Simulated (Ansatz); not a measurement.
# ²³Na NMR of the central transition in Na2CO3

Cell: a computed structure from the Materials Project (it need not be an observed phase), atoms as given.

Space group P6_3/mmc (No. 194); a = 5.2106, c = 6.0727 Å, γ = 120.00°.

```
site  Wyckoff  site symmetry       x       y       z
 Na1       2c           -6m2  0.3333  0.6667  0.2500
 Na3       2a           -3m.  0.0000  0.0000  0.5000
   C       2d           -6m2  0.6667  0.3333  0.2500
   O       6h            mm2  0.8096  0.6193  0.2500
```

One atom of each set is listed.

Computed with Ansatz: DFT, PBE, plane waves and PAW, scalar-relativistic, 420 eV cutoff, Γ-centred 5×5×4 k-points, Fermi–Dirac smearing 0.02 eV.

²³Na has I = 3/2 and Q = 104.0 mb (Pyykkö 2018); at 23.5 T its Larmor frequency is ν₀ = 264.8 MHz. Only the quadrupole interaction is simulated: positions count from each site's isotropic chemical shift, and J coupling is left out, as are shift anisotropy and dipolar coupling, which fast spinning averages.

Q: Give C_Q, η, the quadrupolar product P_Q = |C_Q|(1 + η²/3)^½, the second-order isotropic shift and the breadth of the pattern (fast magic-angle spinning) for each Na site.

A: 

```json
{"site": "Na1", "first shell": "6 O at 2.61 Å", "C_Q (MHz)": "4.93", "η": "0.00", "P_Q (MHz)": "4.93", "δ_QIS (ppm)": "-8.68", "breadth (kHz)": "4.92"}
{"site": "Na3", "first shell": "6 O at 2.29 Å", "C_Q (MHz)": "-1.01", "η": "0.00", "P_Q (MHz)": "1.01", "δ_QIS (ppm)": "-0.364", "breadth (kHz)": "0.206"}
```

δ_QIS = −(ν_Q²/30ν₀²)[I(I+1) − 3/4](1 + η²/3) × 10⁶ ppm with ν_Q = 3|C_Q|/[2I(2I−1)]; it falls as 1/B₀² in ppm, and the breadth as 1/B₀ in kHz.

An axis of threefold or higher order runs through Na1 and Na3, so V_zz lies along it and η is zero.
